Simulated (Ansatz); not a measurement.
Here is the system:

Y$_{5}$Ge$_{4}$:
```xyz
36
Lattice="7.7049 0.0000 0.0000 0.0000 14.7543 0.0000 0.0000 0.0000 7.7142" Properties=species:S:1:pos:R:3 pbc="T T T"
Y      5.7748    11.0657     3.8567
Y      1.9301     3.6886     3.8575
Y      5.7826     3.6886     7.7138
Y      1.9223    11.0657     0.0004
Y      3.2507     1.6342     1.2848
Y      4.4542    13.1201     6.4293
Y      0.6017    13.1201     5.1419
Y      7.1032     1.6342     2.5723
Y      7.1032     5.7430     2.5723
Y      0.6017     9.0113     5.1419
Y      4.4542     9.0113     6.4293
Y      3.2507     5.7430     1.2848
Y      0.6121     1.6371     6.4314
Y      7.0928    13.1172     1.2828
Y      3.2403    13.1172     2.5743
Y      4.4646     1.6371     5.1399
Y      4.4646     5.7401     5.1399
Y      3.2403     9.0142     2.5743
Y      7.0928     9.0142     1.2828
Y      0.6121     5.7401     6.4314
Ge     2.9086     3.6886     6.7288
Ge     4.7963    11.0657     0.9854
Ge     0.9439    11.0657     2.8717
Ge     6.7610     3.6886     4.8425
Ge     0.9529     3.6886     0.9880
Ge     6.7520    11.0657     6.7262
Ge     2.8995    11.0657     4.8451
Ge     4.8054     3.6886     2.8691
Ge     1.9293     0.6950     3.8610
Ge     5.7756    14.0593     3.8532
Ge     1.9232    14.0593     0.0039
Ge     5.7817     0.6950     7.7103
Ge     5.7817     6.6821     7.7103
Ge     1.9232     8.0721     0.0039
Ge     5.7756     8.0721     3.8532
Ge     1.9293     6.6821     3.8610
```

This is the r²SCAN-relaxed structure.

Question: All from r²SCAN in the plane-wave PAW code Ansatz, unless another level is named. Give the electronic character.

Answer: metallic (no gap).

Question: And the density of states at the Fermi level?

Answer: 0.46 states/eV per atom (mean over ±0.08 eV).

Question: What about the formation energy from the elements (no fitted shifts)?

Answer: -1.02 eV/atom.

Space group Pnma. The workflow started from a Materials Project entry (that database holds measured and hypothetical structures alike); the Crystallography Open Database files this formula in space group No. 62, but the cells were not matched. Its standing as an ambient phase is unchecked. Symmetry was held in the r²SCAN relaxation; whether a distortion lowers the energy is not shown. The run is not spin-polarised. The references are the lowest solids computed at this level, not always the standard phases. Spin–orbit coupling is left out wherever it is not named.

Potentials: the later of the program's two PAW sets.
